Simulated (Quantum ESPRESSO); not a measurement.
# Band energies of Mg2ZnP2

```
Mg2ZnP2
1.0
    4.01407     0.00000     0.00000
   -2.00704     3.47629     0.00000
    0.00000     0.00000     6.54388
Mg P Zn
2 2 1
Cartesian
  2.00704   1.15876   4.14980
  0.00000   2.31752   6.50638
  0.00000   0.00000   5.01726
  2.00704   1.15876   1.59311
  0.00000   0.00000   2.36509
```

norm-conserving PBEsol (Quantum ESPRESSO, 84 Ry, scalar-relativistic); path ΓMKΓALHA,LM,KH; energies in eV from the valence-band maximum.

```
k (1/Å)  point  band 21  band 22  band 23  band 24  band 25  band 26  band 27  band 28
-------  -----  -------  -------  -------  -------  -------  -------  -------  -------
0.00         Γ    -1.00    -1.00    -0.10    -0.10     0.00     1.29     2.31     4.03
0.23              -2.02    -1.28    -1.12    -0.22    -0.12     2.18     2.91     3.64
0.68              -4.10    -3.64    -2.23    -1.48    -0.85     1.34     2.77     3.13
0.90         M    -4.20    -3.52    -2.38    -2.12    -0.96     1.15     2.62     2.96
1.16              -4.17    -3.45    -3.14    -2.16    -1.92     1.75     2.89     3.94
1.43         K    -4.65    -3.59    -2.83    -2.75    -2.43     1.17     4.34     5.36
1.60              -4.44    -3.44    -3.27    -2.44    -2.02     1.44     4.04     4.75
1.95              -3.68    -3.20    -2.09    -1.18    -0.78     2.90     3.22     3.67
2.30              -1.64    -1.25    -0.74    -0.20    -0.07     1.98     2.78     3.62
2.47         Γ    -1.00    -1.00    -0.10    -0.10     0.00     1.29     2.31     4.03
2.71              -1.30    -0.90    -0.90    -0.22    -0.22     1.72     2.88     3.87
2.95         A    -2.80    -0.73    -0.73    -0.39    -0.39     1.97     2.94     3.79
3.13              -2.84    -1.20    -1.06    -0.86    -0.59     2.52     3.30     3.55
3.49              -3.92    -2.26    -1.72    -1.54    -1.34     1.57     2.42     3.46
3.85         L    -4.86    -1.94    -1.88    -1.63    -1.44     1.11     1.83     2.50
4.20              -4.52    -3.58    -3.29    -1.31    -1.12     1.79     2.80     3.67
4.37         H    -4.26    -3.99    -3.82    -1.16    -1.13     1.90     3.05     3.41
4.52              -4.38    -3.75    -3.48    -1.32    -1.12     1.91     2.98     3.61
4.82              -3.94    -2.51    -2.35    -1.85    -1.47     2.39     3.21     4.03
5.12              -3.00    -1.68    -1.59    -1.12    -0.97     2.96     3.13     3.72
5.42         A    -2.80    -0.73    -0.73    -0.39    -0.39     1.97     2.94     3.79
5.42         L    -4.86    -1.94    -1.88    -1.63    -1.44     1.11     1.83     2.50
5.58              -4.72    -2.46    -2.12    -1.39    -1.37     0.99     1.86     2.94
5.90         M    -4.20    -3.52    -2.38    -2.12    -0.96     1.15     2.62     2.96
5.90         K    -4.65    -3.59    -2.83    -2.75    -2.43     1.17     4.34     5.36
6.06              -4.56    -3.83    -2.96    -2.43    -2.06     1.53     3.69     4.57
6.38         H    -4.26    -3.99    -3.82    -1.16    -1.13     1.90     3.05     3.41
```

The PBEsol gap is indirect, 0.99 eV, from Γ to 33 % of the way from L to M; the smallest direct gap is 1.29 eV.

Geometry of the Materials Project entry, not relaxed at this level.

The structure is a Materials Project entry; no match was found in the copy of COD used, and its stability was not checked.
